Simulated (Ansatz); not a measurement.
Values for one crystal, relaxed and computed with DFT-LDA in the program Ansatz with PAW potentials; other levels are named.

| Property | Result |
|---|---|
| Volume per atom | 25.30 Å³ |
| Band gap | 2.55 eV (direct) |
| Hole effective mass | 0.17, 3.1, 3.1 mₑ (principal values) |
| Bulk modulus (Birch–Murnaghan fit) | 507 kbar |
| Pressure derivative B′ | 4.0 |
| Electron effective mass | 0.18, 0.19, 0.19 mₑ (principal values) |
| Conduction-band minimum | at Γ |

### Question
Which of these materials gives this?
A. ZnCdSeS, P3m1 (Zn on 1b, Cd on 1a, Se on 1b, S on 1a)
B. MgSe, wurtzite
C. Cd2TeSe, P-4m2 (Cd on 2g, Te on 1d, Se on 1b)
D. Ag2S, C2/m (Ag on 2a, Ag on 4i, Ag on 2c, S on 4i)

### Answer
B, MgSe, wurtzite

Space group P6_3mc (wurtzite). The first step of the workflow began from a Materials Project structure, measured or hypothetical; the Crystallography Open Database copy checked does not list it. COD files the formula under space group No. 225, so this cell is another polymorph or a model. Its standing as an ambient phase is unchecked. The LDA relaxation kept the symmetry of its start; its stability against distortions is not shown here. Spin–orbit coupling is left out wherever it is not named.

Potentials: the later of the program's two PAW sets.
